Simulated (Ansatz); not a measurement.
Input and command of a plane-wave DFT calculation in Ansatz:

```yaml
crystal:
  lattice:
    - [3.6514992371, 0.0, 0.0]
    - [-1.8257496185, 3.1622911012, 0.0]
    - [0.0, 0.0, 5.517504]
  atoms:
    - { symbol: "Y", position: [0.3333333333, 0.6666666667, 0.25] }
    - { symbol: "Y", position: [0.6666666667, 0.3333333333, 0.75] }
basis:
  ecutwfc: 420
kpoints:
  mp_grid: { grid: [18, 18, 8] }
hamiltonian:
  xc: pbe
scf:
  occupations: { method: gaussian, width: 0.15 }
output:
  forces: true
  stress: true
  eigenvalues: true
```

```bash
ansatz run input.yaml --threads 1 --pin off --max-ram 2560MiB --backend cpu --events-out ev --progress --plain --runs-dir out
```

Processor: Oxide Virtual Turin-like Processor (Zen 5), 1 thread, on a host shared with other jobs.

Question: How long does it run, and how much memory does it take?

Answer: About 5.1 s on 1 thread of Oxide Virtual Turin-like Processor (Zen 5), with other jobs on the host, peak memory 0.47 GiB. It solves 15 bands at 185 k points (the mesh reduced by symmetry) with about 1207 plane waves, in 6 SCF iterations.
